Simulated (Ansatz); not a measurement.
Input:

BaTiO₃:
Space group P4mm (No. 99); a = 3.955 Å, b = 3.955 Å, c = 4.046 Å, α = 90.00°, β = 90.00°, γ = 90.00°

```json
[
 {"atom": "Ba", "site": "1b", "symmetry": "4mm", "x": "0.5000", "y": "0.5000", "z": "0.5827"},
 {"atom": "Ti", "site": "1a", "symmetry": "4mm", "x": "0.0000", "y": "0.0000", "z": "0.0979"},
 {"atom": "O", "site": "2c", "symmetry": "2mm.", "x": "0.0000", "y": "0.5000", "z": "0.0633"},
 {"atom": "O", "site": "1a", "symmetry": "4mm", "x": "0.0000", "y": "0.0000", "z": "0.5527"}
]
```

This is the PBEsol-relaxed structure.

**Question.** All from DFT-PBEsol in the program Ansatz with PAW potentials, unless another level is named. Estimate the hole effective mass.

**Answer.** 0.80, 0.80, 22 mₑ (principal values).

**Question.** And the electron effective mass?

**Answer.** 0.40, 0.40, 7.5 mₑ (principal values).

**Question.** What about the valence-band maximum?

**Answer.** at A.

**Question.** Next, the conduction-band minimum?

**Answer.** at Γ.

The PBEsol relaxation kept the symmetry of its start. The run is not spin-polarised. Spin–orbit coupling is left out wherever it is not named.

Potentials: the earlier of the program's two PAW sets. The files were generated under PBE; for other functionals the program regenerates the frozen cores, and for LDA and PBEsol the local potential too.

Edges and masses are those of Kohn–Sham bands, whose gap is no quasiparticle gap.
